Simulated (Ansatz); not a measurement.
CoSn (CoSn type, space group P6/mmm)

```yaml
crystal:
  lattice:
    - [5.29399, 0.00000, 0.00000]
    - [-2.64700, 4.58473, 0.00000]
    - [0.00000, 0.00000, 4.23543]
  atoms:
    - { symbol: Co, position: [0.50000, 0.00000, 0.00000] }
    - { symbol: Co, position: [0.50000, 0.50000, 0.00000] }
    - { symbol: Co, position: [0.00000, 0.50000, 0.00000] }
    - { symbol: Sn, position: [0.00000, 0.00000, 0.00000] }
    - { symbol: Sn, position: [0.33333, 0.66667, 0.50000] }
    - { symbol: Sn, position: [0.66667, 0.33333, 0.50000] }
```

In this cell atom 1 (Co, nearest neighbour Sn at 2.612 Å; its periodic images, 4.2 Å or more away, move with it) is moved by s along Cartesian x, unit vector (1.000, 0.000, 0.000); all other atoms and the cell stay fixed.

These are PBE (plane waves to 420 eV, PAW, scalar-relativistic; Ansatz, a quantum-chemistry and plane-wave program) values and carry that method's errors. k mesh 8×8×9 (Γ-centred), Fermi-Dirac smearing 0.05 eV. Energies are smeared free energies. Stress and pressure are positive under compression. Left out: 2 of 11 points, with atoms too close for the PAW data. With partly filled bands, energies and forces of such displacements shift with the k mesh and the smearing. F∥ is the force on the atom along that direction. CoSn is run without spin polarisation. CoSn was relaxed with its symmetry unable to fall. ΔE is measured from the undisplaced structure.

```json
[
 {"s (Å)": "-0.624", "ΔE (eV/cell)": "2.126", "P (GPa)": "10.1", "F∥ (eV/Å)": "10.415"},
 {"s (Å)": "-0.468", "ΔE (eV/cell)": "0.927", "P (GPa)": "5.0", "F∥ (eV/Å)": "___"},
 {"s (Å)": "-0.312", "ΔE (eV/cell)": "___", "P (GPa)": "2.0", "F∥ (eV/Å)": "2.536"},
 {"s (Å)": "-0.156", "ΔE (eV/cell)": "___", "P (GPa)": "0.5", "F∥ (eV/Å)": "0.945"},
 {"s (Å)": "0.000", "ΔE (eV/cell)": "0.000", "P (GPa)": "0.0", "F∥ (eV/Å)": "0.000"},
 {"s (Å)": "0.156", "ΔE (eV/cell)": "___", "P (GPa)": "0.5", "F∥ (eV/Å)": "-0.945"},
 {"s (Å)": "0.312", "ΔE (eV/cell)": "___", "P (GPa)": "2.0", "F∥ (eV/Å)": "-2.536"},
 {"s (Å)": "0.468", "ΔE (eV/cell)": "0.927", "P (GPa)": "5.0", "F∥ (eV/Å)": "___"},
 {"s (Å)": "0.624", "ΔE (eV/cell)": "2.126", "P (GPa)": "10.1", "F∥ (eV/Å)": "-10.415"}
]
```

### Question
Some entries are withheld; supply them.

### Answer

- -0.468, F∥ (eV/Å): 5.408
- -0.312, ΔE (eV/cell): 0.329
- -0.156, ΔE (eV/cell): 0.070
- 0.156, ΔE (eV/cell): 0.070
- 0.312, ΔE (eV/cell): 0.329
- 0.468, F∥ (eV/Å): -5.408

(A displaced cell: forces are minus the slopes of the energy, force constants its curvatures, and phonons follow from these.)
